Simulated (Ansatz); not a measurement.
This AlH structure is the end of a relaxation. The cell was found from a structure generator's guess, not taken from experiment.

Theory: Ansatz, DFT PBE, scalar-relativistic, plane waves, PAW. Cutoff 420 eV, Γ-centred mesh, Gaussian smearing, no spin polarisation.

```yaml
crystal:
  lattice:
    - [2.58594, -1.46550, 0.00000]
    - [2.58594, 1.46550, 0.00000]
    - [-1.65632, 0.00000, 5.28699]
  atoms:
    - { symbol: Al, position: [0.50000, 0.50000, 0.50000] }
    - { symbol: Al, position: [0.00000, 0.00000, 0.00000] }
    - { symbol: H, position: [0.28181, 0.28181, 0.84417] }
    - { symbol: H, position: [0.71819, 0.71819, 0.15583] }
```

Formation energies are uncorrected and refer to the elements' standard structures at the same level (H₂ as a molecule).

(1) Find its symmetry and describe it.

(2) How far does it lie from the elements in energy?

(3) Is it a metal?

## Answers

(1) C2/m (No. 12). Conventional cell: a = 5.172 Å, b = 2.931 Å, c = 5.540 Å, β = 107.4°. Around Al on its first site lie 6 H at 2.49–2.50 Å; around Al on its second site lie 6 H at 1.89–1.90 Å; H is surrounded by 3 Al at 1.89–1.90 Å, 3 H at 2.36–2.40 Å and 3 Al at 2.49–2.50 Å.

(2) +0.32 eV/atom. The separate elements lie lower, so it is unstable against them.

(3) Yes, bands cross the Fermi level on the 18×18×10 mesh.

The last run used an 18×18×10 mesh (in the run's order of axes) for its 4-atom cell and Gaussian smearing of 0.10 eV. No dispersion correction is applied, so the spacing and binding between layers, chains or molecules are poorly described. With hydrogen, zero-point motion can shift formation energies by some tens of meV/atom. This cell was reached by moving the atoms of another relaxed cell at random and relaxing again, last within the group found; it had no such test of its own.
